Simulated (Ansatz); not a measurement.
ZnO (wurtzite, space group No. 186), PBE in the plane-wave PAW code Ansatz, all energies at zero smearing, with the estimated change up to a 700 eV cutoff added, with one set of potentials and settings (totals compare only within such a set). Cell of 4 atoms (2 Zn, 2 O): -7773.726 eV.

```csv
element,reference phase,E (eV/atom)
Zn,"C2/m, 3 atoms in the cell",-3319.0322
O,"C2/m, 4 atoms in the cell, spin-polarised",-565.0042
```

Formation energy per atom, worked out: (-7773.726 − 2×(-3319.0322) − 2×(-565.0042))/4 = -1.413 eV/atom (-136 kJ per mol of atoms), at 0 K, without zero-point energy or fitted corrections.

Space group P6_3mc (wurtzite). Symmetry was held in the PBE relaxation. The references are the lowest solids computed at this level, not always the standard phases (solids in place of the gases).

Potentials: the earlier of the program's two PAW sets.
